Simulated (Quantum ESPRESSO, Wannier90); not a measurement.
## NaH (rock salt), plane waves to Wannier functions

Cell from Materials Project (mp-23870), symmetrised, no further relaxation. COD (Crystallography Open Database) has an entry of this formula and space group (matched by these alone). Level: PBEsol, no spin polarisation, no spin-orbit coupling; pw.x of Quantum ESPRESSO at 71 Ry with PseudoDojo potentials, 12×12×12 k-points, Wannier90. Density: 12×12×12 mesh, cold smearing 0.01 Ry.

Input w.win:

```
num_bands = 11
num_wann = 5
exclude_bands = 1-4
num_iter = 0
conv_tol = 1.0e-6
conv_window = 4
dis_num_iter = 1000
dis_conv_tol = 1.0e-6
dis_froz_max = 6.08
write_hr = true
write_u_matrices = true
begin projections
Na: s;p
H: s
end projections
begin unit_cell_cart
ang
    0.0000000000    2.3864200000    2.3864200000
    2.3864200000    0.0000000000    2.3864200000
    2.3864200000    2.3864200000    0.0000000000
end unit_cell_cart
begin atoms_frac
Na   0.0000000000  0.0000000000  0.0000000000
H    0.5000000000  0.5000000000  0.5000000000
end atoms_frac
mp_grid = 12 12 12
begin kpoints
0.0000000000 0.0000000000 0.0000000000
0.0000000000 0.0000000000 0.0833333333
0.0000000000 0.0000000000 0.1666666667
... (1725 more lines: the 12x12x12 mesh through Gamma)
end kpoints
```

On the energy scale of pw.x, whose zero is arbitrary, the valence-band maximum lies at 0.96 eV. Lines of w_hr.dat (R1 R2 R3 m n Re Im, eV) for R = 0 and one of the shortest lattice vectors, rounded to 0.01 eV, lines under 0.02 eV left out; orbitals in order: Na1 s, Na1 pz, Na1 px, Na1 py, H2 s.

```
    0    0    0    1    1     8.56     0.00
    0    0    0    5    1     0.09     0.00
    0    0    0    2    2    12.79     0.00
    0    0    0    5    2     0.07     0.00
    0    0    0    3    3    12.79     0.00
    0    0    0    5    3     0.07     0.00
    0    0    0    4    4    12.79     0.00
    0    0    0    5    4     0.07     0.00
    0    0    0    1    5     0.09     0.00
    0    0    0    2    5     0.07     0.00
    0    0    0    3    5     0.07     0.00
    0    0    0    4    5     0.07     0.00
    0    0    0    5    5     2.18     0.00
   -1    0    0    1    1    -0.32     0.00
   -1    0    0    2    1     0.58     0.00
   -1    0    0    4    1     0.58     0.00
   -1    0    0    1    2    -0.58     0.00
   -1    0    0    2    2     0.86     0.00
   -1    0    0    4    2     0.67     0.00
   -1    0    0    3    3    -0.16     0.00
   -1    0    0    1    4    -0.58     0.00
   -1    0    0    2    4     0.67     0.00
   -1    0    0    4    4     0.86     0.00
   -1    0    0    1    5    -1.03     0.00
   -1    0    0    3    5    -1.60     0.00
```
